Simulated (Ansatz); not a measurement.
BaCuSF:
```
BaCuSF
1.0
    4.03497     0.00000     0.00000
    0.00000     4.03497     0.00000
    0.00000     0.00000     8.96159
Ba Cu S F
2 2 2 2
Direct
  0.00000   0.50000   0.81973
  0.50000   0.00000   0.18027
  0.50000   0.50000   0.50000
  0.00000   0.00000   0.50000
  0.00000   0.50000   0.35613
  0.50000   0.00000   0.64387
  0.50000   0.50000   0.00000
  0.00000   0.00000   0.00000
```

The program Ansatz at the PBEsol level (PAW) gives a gap of 1.48 eV without spin–orbit coupling, maximum at Γ, minimum at Γ.

What happens when spin–orbit coupling is switched on?

The gap falls by 0.01 eV, to 1.47 eV; maximum at Γ, minimum at Γ.

Give the electron effective mass with spin–orbit coupling.

0.36, 0.36, 2.1 mₑ (principal values).

Give the hole effective mass with spin–orbit coupling.

0.64 along x (mₑ).

Space group P4/nmm. The workflow started from a Materials Project entry (that database holds measured and hypothetical structures alike); the Crystallography Open Database copy checked does not list it. Its standing as an ambient phase is unchecked. Symmetry was held in the PBEsol relaxation; whether a distortion lowers the energy is not shown. No spin polarisation was allowed. No Hubbard U is applied.

Potentials: the earlier of the program's two PAW sets. The files were generated under PBE; for other functionals the program regenerates the frozen cores, and for LDA and PBEsol the local potential too.
